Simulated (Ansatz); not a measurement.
Input and command of a plane-wave DFT calculation in Ansatz:

```yaml
crystal:
  lattice:
    - [-1.469516, 1.469516, 1.661192]
    - [1.469516, -1.469516, 1.661192]
    - [1.469516, 1.469516, -1.661192]
  atoms:
    - { symbol: W, position: [0.0, 0.0, 0.0] }
basis:
  ecutwfc: 500
kpoints:
  mp_grid: { grid: [14, 14, 14] }
hamiltonian:
  xc: r2scan
scf:
  occupations: { method: gaussian, width: 0.15 }
output:
  forces: true
  stress: true
  eigenvalues: true
```

```bash
ansatz run input.yaml --threads 1 --pin off --max-ram 2560MiB --backend cpu --events-out ev --progress --plain --runs-dir out
```

Processor: Intel(R) Xeon(R) Processor @ 2.50GHz (Skylake/Cascade Lake), 1 thread, on a host shared with other jobs.

**Question.** Estimate time, memory and problem size.

**Answer.** About 8.6 s on 1 thread of Intel(R) Xeon(R) Processor @ 2.50GHz (Skylake/Cascade Lake), with other jobs on the host, peak memory 0.38 GiB. It solves 11 bands at 244 k points (the mesh reduced by the symmetry that the task leaves, which can be less than the crystal's) with about 355 plane waves, in 6 SCF iterations.
